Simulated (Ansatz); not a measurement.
## ScBPt$_{3}$: an elastic constant from a strain scan

Method: DFT PBE, scalar-relativistic, plane waves, PAW in Ansatz 0.2.0. Settings: plane waves to 420 eV, k-mesh 12×12×12 (Γ-centred), Gaussian smearing 0.15 eV. Spin–orbit coupling is left out, which can shift energies with elements as heavy as these. No spin polarisation. Energies are free energies at this smearing, counted from the undisturbed cell; pressure is positive in compression.

The starting cell (relaxed at this level; it needn't be the usual structure):

```
CELL_PARAMETERS angstrom
4.25454 0.00000 0.00000
0.00000 4.25454 0.00000
0.00000 0.00000 4.25454
ATOMIC_POSITIONS crystal
Sc 0.00000 0.00000 0.00000
B 0.50000 0.50000 0.50000
Pt 0.00000 0.50000 0.50000
Pt 0.50000 0.50000 0.00000
Pt 0.50000 0.00000 0.50000
```

The cell is strained by ε times the Voigt pattern (1, -1, 0, 0, 0, 0) (xx, yy, zz, yz, xz, xy; engineering shear) with fractional coordinates fixed. The cell holds 5 atoms in V0 = 77.01 Å³. The stress column is τ = (1/V0) dE/dε, got from the stress tensor σ (compression positive) at each point as −det(1 + εP) σ : P(1 + εP)⁻¹, with P the pattern as a tensor.

```csv
ε,ΔE (meV/atom),τ (GPa)
-0.0350,17.980,-10.850
-0.0300,13.154,-9.228
-0.0250,9.103,-7.637
-0.0200,5.809,-6.073
-0.0150,3.260,-4.534
-0.0100,1.448,-3.012
0.0000,0.000,0.000
0.0100,1.448,3.012
0.0150,3.260,4.534
0.0200,5.809,6.073
0.0250,9.103,7.637
0.0300,13.154,9.228
0.0350,17.980,10.850
0.0400,?,?
```

Question: Which combination of elastic constants does this scan measure, and how large is it?

Answer: For small ε, τ = τ0 + Kε with K = pᵀCp, which for this pattern is 2(C11 − C12) in the cubic axes. The parabola through τ at ε = -0.0100, 0 and 0.0100 has slope K = 301 GPa at zero. The energies per cell, E = NΔE, of the same two points give K = 2[E(ε₊)/ε₊ − E(ε₋)/ε₋]/[(ε₊ − ε₋)V0] = 301 GPa, in agreement.

Question: Predict the withheld row at ε = 0.0400 from the harmonic law, and compare.

Answer: ΔE = V0(τ0 ε + Kε²/2)/N = 23.162 meV/atom and τ = 12.05 GPa. The calculation gives 23.592 meV/atom and 12.51 GPa, a miss of 1.9 % of the harmonic energy, so the harmonic law still holds here.

In a metal these slopes depend on the k mesh and the smearing.

Cost: 8 runs of about 6.1 core-minutes in all, on Arm Neoverse V1 (shared hosts).